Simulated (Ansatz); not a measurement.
Si in space group Fd-3m (No. 227; Si on 32e) at seven volumes, DFT-PBEsol in the program Ansatz with PAW potentials, shape and atoms relaxed at each. One row is withheld.

```
V (Å³/atom)  P (GPa)
-----------  -------
46.917             ?
48.464          1.98
50.011          0.91
51.557          0.00
53.104         -0.77
54.651         -1.41
56.197         -1.95
```

### Question
Fit the shown pressures and predict the withheld one.

### Answer
P = (3/2)B₀(x^(7/2) − x^(5/2))[1 + (3/4)(B′ − 4)(x − 1)] with x = (V₀/V)^(2/3). Least squares on the six rows gives V₀ = 51.555 Å³/atom, B₀ = 27.7 GPa, B′ = 4.70. At V = 46.917, x = 1.0649 and P = 3.26 GPa. The run itself gave 3.25 GPa.

The start of the workflow was typed in or built on a structure type. Its sites differ from those of the usual phase in this space group: another stacking or structure type. Symmetry was held in the PBEsol relaxation. At this level the phase is mechanically unstable. The volume moved by 42 % from the start of the relaxation.

Potentials: the later of the program's two PAW sets.
